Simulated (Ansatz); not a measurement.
Relaxed-ion elastic tensor of WC (rock salt, Fm-3m) in GPa (Voigt order), plane-wave PAW PBEsol (Ansatz code); density 15.85 g/cm³, 10.26 Å³ per atom.

```
808  182  182  0.0  0.0  0.0
182  808  182  0.0  0.0  0.0
182  182  808  0.0  0.0  0.0
0.0  0.0  0.0  123  0.0  0.0
0.0  0.0  0.0  0.0  123  0.0
0.0  0.0  0.0  0.0  0.0  123
```

Task: Is the crystal mechanically stable?

Result: Yes: the smallest eigenvalue of C is 123 GPa.

Task: Work out the Voigt, Reuss and Hill averages.

Result: K_V = 390, K_R = 390, K_H = 390; G_V = 199, G_R = 163, G_H = 181 GPa.

Task: Give Young's modulus, Poisson's ratio, Pugh's ratio and the universal anisotropy index.

Result: E = 9KG/(3K + G) = 470 GPa; ν = 0.30; K/G = 2.16 (ductile by the Pugh limit of 1.75); A_U = 5G_V/G_R + K_V/K_R − 6 = 1.12.

Task: Estimate the sound speeds and the Debye temperature.

Result: v_l = √((K + 4G/3)/ρ) = 6310 m/s, v_t = √(G/ρ) = 3380 m/s, mean 3770 m/s; Θ = (h/k)(3n/4πV)^(1/3) v_m = 517 K.

Task: Give the Zener ratio and Young's modulus along [100], [110] and [111].

Result: A = 2C44/(C11 − C12) = 0.39; 1/E = S11 − 2(S11 − S12 − S44/2)Γ with Γ = 0, 1/4, 1/3 gives 741, 388, 335 GPa.

The workflow started from a Materials Project entry (that database holds measured and hypothetical structures alike); the Crystallography Open Database copy checked does not list it. It is not the phase usual at ambient conditions (space group No. 187). The cell was relaxed with PBEsol under the symmetry of its start; whether a distortion lowers the energy is not shown. No spin polarisation was allowed. Its formation energy is positive at this level, so the cell may be metastable or incomplete. As this level gives no gap, shear constants depend on the k-mesh and smearing (Fermi–Dirac, 0.1 eV here). Scalar-relativistic: spin–orbit coupling is off unless named, which matters more the heavier the elements.

Potentials: the earlier of the program's two PAW sets. The files were generated under PBE; for other functionals the program regenerates the frozen cores, and for LDA and PBEsol the local potential too.
